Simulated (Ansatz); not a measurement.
PbS (zinc blende, F-43m), r²SCAN in the plane-wave PAW code Ansatz: ε∞ = 6.51, cell volume 71.92 Å³. Infrared-active transverse modes:

```json
[
 {"ω_TO (cm⁻¹)": "174.4", "oscillator strength S_xx (e²/amu)": "0.2152"}
]
```

Question: Compute the static dielectric constant.

Answer: Each mode adds (4.921e7/V) S/ω²: 4.84. So ε0 = 11.4.

Question: What LO frequency does the Lyddane–Sachs–Teller relation give?

Answer: ω_LO = ω_TO √(ε0/ε∞) = 230 cm⁻¹.

The cell is a constructed one: a structure type filled with these elements; neither database checked (COD, Materials Project) lists it. It is not the phase usual at ambient conditions (space group No. 225). The r²SCAN relaxation kept the symmetry of its start. At this level the phase is dynamically unstable (imaginary phonons). Scalar-relativistic: spin–orbit coupling is off unless named, which matters more the heavier the elements.

Potentials: the later of the program's two PAW sets.
